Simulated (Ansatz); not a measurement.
ZnInNO in space group P3m1 (No. 156; In on 1b, Zn on 1c, O on 1b, N on 1c) at seven volumes, DFT-PBEsol in the program Ansatz with PAW potentials, shape and atoms relaxed at each. One row is withheld.

```
V (Å³/atom)  P (GPa)
-----------  -------
12.580             ?
12.995          9.40
13.409          4.33
13.824          0.00
14.239         -3.69
14.654         -6.82
15.068         -9.48
```

Task: Fit the shown pressures and predict the withheld one.

Result: Third-order Birch–Murnaghan: P = (3/2)B₀(x^(7/2) − x^(5/2))[1 + (3/4)(B′ − 4)(x − 1)] with x = (V₀/V)^(2/3). Least squares on the six rows gives V₀ = 13.824 Å³/atom, B₀ = 132.8 GPa, B′ = 4.38. At V = 12.580, x = 1.0649 and P = 15.40 GPa. The run itself gave 15.32 GPa.

The start of the workflow was typed in or built on a structure type; neither database checked (COD, Materials Project) lists it. Whether it is the stable phase at ambient conditions was not checked. Symmetry was held in the PBEsol relaxation; whether a distortion lowers the energy is not shown.

Potentials: the earlier of the program's two PAW sets. The files were generated under PBE; for other functionals the program regenerates the frozen cores, and for LDA and PBEsol the local potential too.
